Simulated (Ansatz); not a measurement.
## Cs₃Tl₂Cl₉: a ladder of calculations

Cell of run 1: a COD entry, atoms as given.

Space group R-3c:H (No. 167); a = 12.8118, c = 18.2636 Å, γ = 120.00°.

| site | Wyckoff | site symmetry | x | y | z |
| --- | --- | --- | --- | --- | --- |
| Cs | 18e | .2 | 0.0000 | 0.6667 | 0.4167 |
| Tl | 12c | 3. | 0.0000 | 0.0000 | 0.8500 |
| Cl11 | 18e | .2 | 0.1667 | 0.0000 | 0.7500 |
| Cl17 | 36f | 1 | 0.5000 | 0.8333 | 0.5833 |

One atom of each set is listed; the run and its k-mesh use a cell of 28 atoms with edges of 9.58, 9.58, 9.58 Å.

Relaxed positions (PBE, cell held):

Cs (0.9952, 0.6667, 0.4167)
Tl (0.0000, 0.0000, 0.8526)
Cl11 (0.1582, 0.0000, 0.7500)
Cl17 (0.5087, 0.8456, 0.5797)

All runs are DFT with Ansatz 0.2.0 (plane waves and PAW, scalar-relativistic unless spin–orbit coupling is named, Γ-centred meshes, Fermi–Dirac smearing where given) in this cell.

Run 1: PBE, atoms as given; 420 eV, 3×3×3 k-points, smearing 0.02 eV.
Run 2: PBE, atoms relaxed; 420 eV, 3×3×3 k-points, smearing 0.02 eV.
Run 3: r2SCAN, at the relaxed atoms; 500 eV, 3×3×3 k-points, smearing 0.02 eV.

(1) What does each run give, and what moves the gradients most?

## Answers

(1) 

```json
{"run": "1", "Cs V_zz (η)": "1.38 (0.09)", "Tl V_zz (η)": "14.21 (0.00)", "Cl11 V_zz (η)": "-9.78 (0.34)", "Cl17 V_zz (η)": "18.29 (0.10)"}
{"run": "2", "Cs V_zz (η)": "1.23 (0.02)", "Tl V_zz (η)": "11.51 (0.00)", "Cl11 V_zz (η)": "-10.20 (0.15)", "Cl17 V_zz (η)": "18.52 (0.08)"}
{"run": "3", "Cs V_zz (η)": "1.28 (0.11)", "Tl V_zz (η)": "11.79 (0.00)", "Cl11 V_zz (η)": "-9.70 (0.16)", "Cl17 V_zz (η)": "17.90 (0.07)"}
```

V_zz in 10²¹ V/m². Against run 1, the gradient tensors on these sites move by at most 4.06 in run 2 (Cl17), 3.91 in run 3 (Cl17). Taken one at a time, the positions of the atoms (as given or relaxed) move the tensors on these sites by up to 4.06 (largest principal value of the change, on Cl17), the functional (r2SCAN with its higher cutoff) by 0.63 (Cl17). On Cs and Cl11 V_xx and V_yy change places between runs (or their axes turn by over 50°), so η hides a larger change.

Leaving out spin–orbit coupling shifts gradients on Tl by a few per cent, and by more where contributions nearly cancel. In run 1 the atoms aren't at the calculated equilibrium (largest force 0.69 eV/Å).
